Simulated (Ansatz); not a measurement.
Sc$_{3}$Al, in the lowest among the structures calculated here: P6₃/mmc (No. 194), hP8; a = b = 6.238 Å, c = 4.977 Å, α = β = 90.00°, γ = 120.00°; Sc 6h (0.172, 0.344, 0.250); Al 2d (0.667, 0.333, 0.250). Calculation: PBEsol (plane waves to 420 eV, PAW, scalar-relativistic; Ansatz, a program for electronic structure). Element references, the lowest calculated here: Al (Fm-3m), Sc (P6₃/mmc).

Total energies (eV/atom, σ → 0; comparable only within this code, potentials and settings):

| phase | E (eV/atom) |
|---|---|
| Sc3Al (P6₃/mmc) | -1714.940 |
| Al (Fm-3m) | -524.548 |
| Sc (P6₃/mmc) | -2111.369 |
| Sc2Al (P6₃/mmc) | -1582.783 |

Question: What is the formation energy of this P6₃/mmc form of Sc3Al from the elements?

Answer: E_f = -1714.940 − [3 × (-2111.369) + 1 × (-524.548)] / 4 = -0.28 eV/atom (-1.1 eV per formula unit).

Question: Is it stable against the other phases calculated?

Answer: Too close to call: Sc3Al → Sc2Al + Sc (Sc2Al P6₃/mmc, Sc P6₃/mmc) changes the energy by less than 0.02 eV/atom.

Hull of the energies calculated here, no anion corrections, zero temperature, no zero-point energy; an uncalculated phase could lie lower. Values are rounded to 0.01 eV/atom. The compounds carry no spin polarisation.
